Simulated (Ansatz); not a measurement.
MgTiNO:
```xyz
4
Lattice="2.9663 0.0000 0.0000 0.0000 2.9663 0.0000 0.0000 0.0000 4.3329" Properties=species:S:1:pos:R:3 pbc="T T T"
Ti     0.0000     0.0000     0.0000
N      1.4832     1.4832     0.0000
Mg     1.4832     1.4832     2.1664
O      0.0000     0.0000     2.1664
```
The run is spin-polarised; directions of the spins, atom by atom: 0 0 0 0.

Relaxed with r²SCAN.

Q: Give the Bader charges and basin volumes of the independent atoms, plane-wave PAW r²SCAN (Ansatz code).

A: 

```json
[
 {"atom": "Ti1", "Bader charge (e)": "+1.86", "Bader volume (Å³)": "8.0"},
 {"atom": "N2", "Bader charge (e)": "-1.97", "Bader volume (Å³)": "13.1"},
 {"atom": "Mg3", "Bader charge (e)": "+1.74", "Bader volume (Å³)": "4.4"},
 {"atom": "O4", "Bader charge (e)": "-1.63", "Bader volume (Å³)": "12.6"}
]
```

Space group P4/mmm. The start of the workflow was typed in or built on a structure type; neither database checked (COD, Materials Project) lists it. Whether it is the stable phase at ambient conditions was not checked. Symmetry was held in the r²SCAN relaxation; whether a distortion lowers the energy is not shown. Magnetic state: ferromagnetic, the only order run, not a proven ground state. The cell computed holds one magnetic atom, so no antiferromagnetic order was within reach. Other orbital occupations within this spin state were not tried. No Hubbard U is applied.

Potentials: the earlier of the program's two PAW sets. The files were generated under PBE; for other functionals the program regenerates the frozen cores, and for LDA and PBEsol the local potential too.
